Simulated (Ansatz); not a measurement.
MgSc₂V₂O₈: field gradients at two levels of theory

Cell: a Materials Project structure (computed, not necessarily an observed phase) whose atoms were relaxed with PBE, the cell held.

```xyz
13
Lattice="4.9346 0.0000 0.0000 -1.0991 4.8452 0.0000 -1.9346 -2.3941 7.1023" Properties=species:S:1:pos:R:3 pbc="T T T"
Mg    0.6773    2.4447    6.8510
Sc    0.6765    2.4340    2.3030
Sc    1.2265    0.0146    4.5139
V     3.6934    0.0123    2.5349
V    -1.7907    2.4369    4.5264
O     2.2465    1.1691    2.9929
O    -0.8923    3.7018    2.9941
O     0.4185   -1.4980    5.6871
O     2.0314    1.5298    5.6893
O    -0.3701    1.2693    3.9841
O     2.8218   -1.2424    3.9847
O     1.7792    3.7877    1.2367
O    -0.4178    1.0732    1.2341
```

Atoms are numbered from 1 in the order listed; like atoms form one site, named after its first atom.

First run. Computed with Ansatz: DFT, PBE, plane waves and PAW, scalar-relativistic, collinear spin, 420 eV cutoff, Γ-centred 5×5×4 k-points, Fermi–Dirac smearing 0.02 eV. Start moments as typed (μB): 1 on each V, none on the rest.

```tsv
site	atom	V_zz (10²¹ V/m²)	η	m (μB)
Mg	1	1.56	0.69	0.00
Sc2	2	-4.12	0.40	0.01
Sc3	3	-4.01	0.18	0.01
V4	4	6.73	0.04	0.77
V5	5	-4.80	0.27	0.72
O6	6	-2.15	0.78	-0.02
O7	7	-2.16	0.78	-0.02
O8	8	2.56	0.92	0.00
O9	9	2.55	0.90	0.00
O10	10	2.74	0.14	-0.01
O11	11	2.73	0.15	-0.01
O12	12	-1.83	0.39	0.01
O13	13	-1.83	0.37	0.01
```

Second run. The same atoms and settings, except that the functional is r2SCAN and the cutoff is 500 eV.

Problem. What does the second run give?

Solution. 

| site | atom | V_zz | η | change of V_zz | m (μB) |
| --- | --- | --- | --- | --- | --- |
| Mg | 1 | 1.57 | 0.65 | +0.01 | 0.00 |
| Sc2 | 2 | -4.14 | 0.42 | -0.02 | 0.01 |
| Sc3 | 3 | -4.02 | 0.21 | -0.01 | 0.01 |
| V4 | 4 | 8.33 | 0.04 | +1.60 | 0.79 |
| V5 | 5 | -5.96 | 0.56 | -1.16 | 0.77 |
| O6 | 6 | -2.25 | 0.88 | -0.10 | -0.02 |
| O7 | 7 | -2.26 | 0.88 | -0.10 | -0.02 |
| O8 | 8 | -2.87 | 0.99 | – | 0.00 |
| O9 | 9 | 2.85 | 0.98 | +0.30 | 0.00 |
| O10 | 10 | 2.96 | 0.20 | +0.22 | -0.01 |
| O11 | 11 | 2.96 | 0.20 | +0.23 | -0.01 |
| O12 | 12 | -2.38 | 0.29 | -0.55 | 0.00 |
| O13 | 13 | -2.37 | 0.28 | -0.54 | 0.00 |

The largest change of V_zz along a kept axis is on V4, from 6.73 to 8.33. In per cent, |V_zz| changes by +1 on Mg, 0 to +1 on Sc, +24 on V, +5 to +30 on O (all sites that start above 0.5, bar those whose gradient vanishes or changes sign or whose main axis turns by over 40°). Where |V_zz| stays above 0.1 and the axes keep their order, η moves most on V5, from 0.27 to 0.56. On O8 the largest principal value lies along another axis in the second run, so the two V_zz can't be compared directly.

All moments are parallel here, as the start or the cell imposes; many such compounds order antiparallel, where fields and spin densities carried over to other atoms largely cancel. The magnetic order is the one that the run reached from its start moments, not necessarily the measured one.
For the first run: With a gap of 0.15 eV under a smearing of 0.02 eV the band edges are partly filled, so small gradients can hang on the smearing and the k-mesh.
For the second run: At this cell the r2SCAN pressure is -5 GPa, so with r2SCAN the cell would shrink if it were relaxed. The entry's cell may itself be off. The program didn't check the stability of this electronic state in full, so a lower one may lie near.
